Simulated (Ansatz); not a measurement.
**Relaxing a structure of Pb**

The start is a randomly generated symmetric cell of Pb (space group No. 225). The structure is fully relaxed (lattice and positions, P = 0) with PBE (plane waves to 420 eV, PAW, scalar-relativistic; Ansatz, a quantum-chemistry and plane-wave program). First-step values are on the input's coarse k-mesh.

Ansatz input (later rounds restart from its end on a renewed k-mesh):
Ansatz 0.2 input:
```yaml
crystal:
  lattice:
    - [0, 3.830333, 3.830333]
    - [3.830333, 0, 3.830333]
    - [3.830333, 3.830333, 0]
  atoms:
    - { symbol: Pb, position: [0.25, 0.25, 0.25] }
    - { symbol: Pb, position: [0.75, 0.75, 0.75] }
    - { symbol: Pb, position: [0, 0, 0] }
basis: { ecutwfc: 420, ecutrho_ratio: 4, xc_grid: 2, fft_grid_basis: typed }
kpoints: { mp_grid: { grid: [7, 7, 7] } }
hamiltonian:
  xc: pbe
  dispersion: none
  pseudopotentials: { azcp: { folder: ./paw }, kind: paw }
scf: { occupations: { method: fermi_dirac, width: 0.05 } }
relax: { f_tol: 0.01, max_steps: 100, cell: { stress_tol: 0.02 } }
output: { forces: true, stress: true }
```

Problem. How much energy is released per atom?

Solution. Under 0.01 eV/atom.

Problem. How does the volume change?

Solution. -0.8 %, from 37.46 to 37.15 Å³/atom.

Problem. How do the shortest distances between atoms change?

Solution. The closest pairs of elements (up to four, under 3.6 Å), start → end: Pb–Pb 3.32 → 3.31 Å.

Problem. What does it relax into? Give the structure.

Solution. 
Space group Fm-3m (No. 225); a = b = c = 7.6394 Å, α = β = γ = 90.00°

```json
[
 {"atom": "Pb", "site": "8c", "symmetry": "-43m", "x": "0.2500", "y": "0.2500", "z": "0.2500"},
 {"atom": "Pb", "site": "4a", "symmetry": "m-3m", "x": "0.0000", "y": "0.0000", "z": "0.0000"}
]
```
(The calculation used a cell of 3 atoms; values per cell refer to that cell.)

The space group stays Fm-3m (No. 225) (the run could not lower it), with 3 atoms in the primitive cell. Final values are on a 11×11×11 k-mesh of the relaxed cell. No spin polarisation in the result.

The run could not lose the symmetry of its start: the end is stationary, and may be a saddle point rather than a minimum.

All atoms sit on sites fixed by symmetry, so only the cell could relax.

The relaxed structure here is a generated cell of Pb: the first start was made by a random draw of sites in a space group, and the end was not matched to a known phase here, so it may be hypothetical. A known form of Pb has the same space group but another cell.
